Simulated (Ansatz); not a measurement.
Generalised stacking fault of CdSe (zinc blende) on the {111} plane, shuffle cut. The cell below holds the perfect crystal with the plane normal along z; tilting its third vector by the shift puts one fault into each cell, between planes 2.63 Å apart, at fixed cell height.

```xyz
6
Lattice="4.3005 0.0000 0.0000 2.1502 3.7243 0.0000 0.0000 0.0000 10.5340" Properties=species:S:1:pos:R:3 pbc="T T T"
Se     4.3005     2.4829     9.2173
Se     2.1502     1.2414     2.1946
Se     0.0000     0.0000     5.7059
Cd     0.0000     0.0000     8.3394
Cd     4.3005     2.4829     1.3168
Cd     2.1502     1.2414     4.8281
```

In-plane vectors a = (4.300, 0.000) Å, b = (2.150, 3.724) Å, area 16.02 Å². The shift is s times the vector a + b (length 7.449 Å), so s = 1 restores the start. Atoms relax along the normal only. γ = [E(shift) − E(0)] / area.

The numbers are results of PBEsol (plane waves to 420 eV, PAW, scalar-relativistic; Ansatz, a quantum-chemistry and plane-wave program), not measurements. k mesh 8×8×3 (Γ-centred), Fermi-Dirac smearing 0.05 eV. Energies are extrapolated to zero smearing. Compression counts positive. Faults lie only 10.5 Å apart, and holding the cell height raises γ above its relaxed value. CdSe was relaxed with its symmetry unable to fall. γ is measured from zero shift.

```json
[
 {"s": "0.000", "σ normal to the fault (GPa)": "0.0", "γ·area (meV/cell)": "0"},
 {"s": "0.083", "σ normal to the fault (GPa)": "-0.2", "γ·area (meV/cell)": "?"},
 {"s": "0.167", "σ normal to the fault (GPa)": "-0.5", "γ·area (meV/cell)": "267"},
 {"s": "0.250", "σ normal to the fault (GPa)": "-0.1", "γ·area (meV/cell)": "580"},
 {"s": "0.333", "σ normal to the fault (GPa)": "0.5", "γ·area (meV/cell)": "729"},
 {"s": "0.417", "σ normal to the fault (GPa)": "0.0", "γ·area (meV/cell)": "629"},
 {"s": "0.500", "σ normal to the fault (GPa)": "-1.0", "γ·area (meV/cell)": "478"},
 {"s": "0.583", "σ normal to the fault (GPa)": "-2.0", "γ·area (meV/cell)": "421"},
 {"s": "0.667", "σ normal to the fault (GPa)": "-2.4", "γ·area (meV/cell)": "?"},
 {"s": "0.750", "σ normal to the fault (GPa)": "-2.0", "γ·area (meV/cell)": "367"},
 {"s": "0.833", "σ normal to the fault (GPa)": "-1.1", "γ·area (meV/cell)": "?"},
 {"s": "0.917", "σ normal to the fault (GPa)": "-0.3", "γ·area (meV/cell)": "53"}
]
```

What belongs in the gaps?


- 0.083, γ·area (meV/cell): 62
- 0.667, γ·area (meV/cell): 435
- 0.833, γ·area (meV/cell): 197

(The slope of γ gives the shear force per area between the displaced halves; near zero shift its curvature is an elastic stiffness.)
